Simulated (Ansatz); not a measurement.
## YTe: enthalpy against pressure

YTe, P-6m2, a = 4.048 Å, c = 3.997 Å. The structure is a Materials Project entry; whether it is the stable form wasn't checked. Ansatz: PBEsol, PAW, 420 eV, Γ-centred 12×12×10 mesh on 2 atoms, Gaussian smearing 0.10 eV; collinear spin, largest moment 0.3 μB. Cell and atoms are relaxed at each pressure, and no other structure is tried, so the rows at high pressure may lie past a change of phase. y is the enthalpy over the state at zero pressure; there V0 = 28.358 Å³/atom. The pressures are the targets, met within 0.03 GPa.

| P (GPa) | y (eV/atom) |
| --- | --- |
| -1.0 | -0.1784 |
| 0.0 | 0.0000 |
| 1.0 | 0.1756 |
| 4.0 | ? |
| 12.0 | 1.9693 |
| 25.0 | 3.8677 |

Task: Fit y = c1 P + c2 P² + c3 P³ to the other rows, say what c1 and c2 mean, and predict the missing value.

Result: Least squares on the rows shown. y = 0.17701 P − 0.0012436 P² + 1.4068×10⁻⁵ P³. Since dH/dP = V, c1 is V0: 0.17701 eV/GPa × 160.2 = 28.357 Å³ against 28.358; c2 = −V0/(2B0) gives B0 = 71 GPa, where a Birch–Murnaghan fit to the volumes of the same runs (not shown) gives 64 GPa: a cubic over this range folds the higher terms into c2. At P = 4.0 the fit asked for gives 0.6890 eV/atom. The run gave 0.6879 eV/atom, so the fit is 0.0011 eV/atom too high, 0.027 % of the span of the series, against an rms of 0.0001 eV/atom on the fitted rows. With a term in P⁴ added, a fit to the same known rows (none to spare) predicts 0.6875 eV/atom, so most of the miss is curvature that the known rows already hold.

The mesh isn't the same in all rows (12×12×10, 15×15×12).